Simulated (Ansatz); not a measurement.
In2Ge2O7:
```
In2Ge2O7
1.0
    3.32731     4.43379     0.00000
   -3.32731     4.43379     0.00000
   -1.03877     0.00000     4.85058
In Ge O
2 2 7
Direct
  0.69296   0.69296   0.00000
  0.30704   0.30704   0.00000
  0.76312   0.23688   0.59426
  0.23688   0.76312   0.40574
  0.07385   0.59270   0.21185
  0.92615   0.40730   0.78815
  0.59270   0.07385   0.78815
  0.40730   0.92615   0.21185
  0.00000   0.00000   0.50000
  0.41308   0.58692   0.72664
  0.58692   0.41308   0.27336
```

Relaxed with PBEsol. Special points in fractions of this cell's reciprocal vectors: Γ (0.000, 0.000, 0.000); Y (0.500, 0.500, 0.000); M (0.500, 0.500, 0.500); A (0.000, 0.000, 0.500); L2 (0.000, 0.500, 0.500); V2 (0.000, 0.500, 0.000).

**Question.** List the band energies nearest the valence-band maximum at these points for PBEsol (plane waves, PAW; program Ansatz).

**Answer.** In eV from the valence-band maximum; about four levels below and three above (degenerate sets whole), none deeper than 8.9 eV; points with the same levels are listed once.

```tsv
k	below	above
Γ	-0.53 -0.45 -0.33 0.00	1.99 6.50 7.23
Y	-0.72 -0.52 -0.23 -0.21	5.27 5.46 6.26
M	-0.79 -0.39 -0.25 -0.13	4.77 5.20 5.64
A	-0.55 -0.28 -0.15 -0.11	4.41 5.27 6.75
L2	-0.48 -0.42 -0.35 -0.24	5.20 5.24 5.77
V2	-0.60 -0.43 -0.27 -0.12	4.55 4.95 6.75
```

Space group C2/m. The first step of the workflow began from a Materials Project structure, measured or hypothetical; the Crystallography Open Database files this formula in space group No. 12, but the cells were not matched. Its standing as an ambient phase is unchecked. The PBEsol relaxation kept the symmetry of its start. At this level the phase is dynamically unstable (imaginary phonons). Scalar-relativistic: spin–orbit coupling is off unless named, which matters more the heavier the elements.

Potentials: the later of the program's two PAW sets.
